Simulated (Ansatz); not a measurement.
Consider the following.

Na₃Cl:
```cif
data_ClNa3
_chemical_formula_sum 'Na3 Cl1'
_space_group_name_H-M_alt 'P 1'
_space_group_IT_number 1
_cell_length_a 3.49219
_cell_length_b 3.49219
_cell_length_c 9.48433
_cell_angle_alpha 90.000
_cell_angle_beta 90.000
_cell_angle_gamma 90.000
loop_
_space_group_symop_operation_xyz
  'x, y, z'
loop_
_atom_site_label
_atom_site_type_symbol
_atom_site_fract_x
_atom_site_fract_y
_atom_site_fract_z
_atom_site_occupancy
Na1 Na 0.00000 0.00000 0.50000 1
Na2 Na 0.50000 0.50000 0.82329 1
Na3 Na 0.50000 0.50000 0.17671 1
Cl1 Cl 0.00000 0.00000 0.00000 1
```

This is the PBEsol-relaxed structure.

Question: All from PBEsol in the plane-wave PAW code Ansatz, unless another level is named. Predict the electronic character.

Answer: metallic (no gap).

Question: Next, the formation energy from the elements (no fitted shifts)?

Answer: -0.78 eV/atom.

Question: Predict the density of states at the Fermi level.

Answer: 0.31 states/eV per atom (mean over ±0.08 eV).

Space group P4/mmm. The workflow started from a Materials Project entry (that database holds measured and hypothetical structures alike); the Crystallography Open Database copy checked does not list it. Its standing as an ambient phase is unchecked. Symmetry was held in the PBEsol relaxation; of distortions, only those at the zone centre were tested. The references are the lowest solids computed at this level, not always the standard phases (solids in place of the gases).

Potentials: the later of the program's two PAW sets.
